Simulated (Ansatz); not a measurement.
Mo (bcc, W type)

```
Mo
1.0
   -1.57530     1.57530     1.57530
    1.57530    -1.57530     1.57530
    1.57530     1.57530    -1.57530
Mo
1
Direct
  0.00000   0.00000   0.00000
```

E(V) scan at fixed shape, V₀ the volume above. Symmetry pins the atoms to their sites.

These are r2SCAN (plane waves to 500 eV, PAW, scalar-relativistic; Ansatz, a quantum-chemistry and plane-wave program) values and carry that method's errors. k mesh 21×21×21 (Γ-centred), Fermi-Dirac smearing 0.05 eV. Energies are smeared free energies. Compression counts positive. Mo is run without spin polarisation. Mo was relaxed with its symmetry unable to fall. The zero of ΔE is the relaxed starting cell. The last digit holds for this mesh only.

```csv
V (Å³/atom),ΔE (meV/atom)
14.699,53.0
14.886,withheld
15.074,18.3
15.262,7.9
15.449,1.9
15.637,0.0
15.825,1.9
16.012,7.3
16.200,16.2
16.388,28.2
16.575,43.1
```

Task: Fit a third-order Birch-Murnaghan form (E₀, V₀, B₀, B₀′ free) to the given rows and predict ΔE at V = 14.886.

Result: Least squares on the 10 given rows: ΔE = E₀ + (9V₀B₀/16)·y²·[2 + (B₀′ − 4)y], y = (V₀/V)^(2/3) − 1, with V₀ = 15.636 Å³/atom, B₀ = 271.5 GPa (160.2 GPa = 1 eV/Å³; the term in eV is multiplied by 1000), B₀′ = 4.23, E₀ = -0.01 meV/atom; root-mean-square residual 0.03 meV/atom. At 14.886 the fit gives 33.2 meV/atom; the calculation gives 33.2 meV/atom, the same to the digits shown. For the pressure the fit gives 14.8 GPa against the computed 14.8 GPa.

(A scan under strain: stresses follow from slopes of the energy per volume, elastic moduli from its curvatures.)
